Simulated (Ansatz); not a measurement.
Relaxed TiO2 (anatase):

```xyz
6
Lattice="-1.8849 1.8849 4.7777 1.8849 -1.8849 4.7777 1.8849 1.8849 -4.7777" Properties=species:S:1:pos:R:3 pbc="T T T"
Ti     0.0000     0.0000     4.7777
Ti     1.8849     0.0000     2.3889
O      0.0000     0.0000     2.7953
O      1.8849     0.0000     0.4064
O      1.8849     0.0000     4.3713
O      0.0000     0.0000     6.7602
```

Scan: atom 1 (Ti, nearest neighbour O at 1.928 Å; its periodic images, 3.8 Å or more away, move with it) is displaced along Cartesian [111], direction (0.577, 0.577, 0.577) in Cartesian axes, by s. The other atoms stay.

All values below come from PBEsol (plane waves to 420 eV, PAW, scalar-relativistic; Ansatz, a first-principles code). k mesh 10×10×10 (Γ-centred), Fermi-Dirac smearing 0.05 eV. Energies are smeared free energies. Left out: 4 of 11 points, with atoms too close for the PAW data. The PAW data are Ansatz's earlier set. TiO2 is run without spin polarisation. TiO2 was relaxed with its symmetry unable to fall. The zero of ΔE is the undisplaced structure.

The scan covers s from -0.348 to 0.348 Å in 7 points.

**Question.** Is the energy the same for equal positive and negative displacements?

**Answer.** Even: the same for both signs. With its periodic images moving along, the atom's site symmetry in this cell is -4m2.

**Question.** What is the energy change at s = 0.348 Å?

**Answer.** 671 meV/cell.

**Question.** What force acts on the atom along the line at s = -0.348 Å?

**Answer.** 4.70 eV/Å.

**Question.** What is the force constant k = d²E/ds² of this move at s = 0?

**Answer.** 8.05 eV/Å².

(A displaced cell: forces are minus the slopes of the energy, force constants its curvatures, and phonons follow from these.)
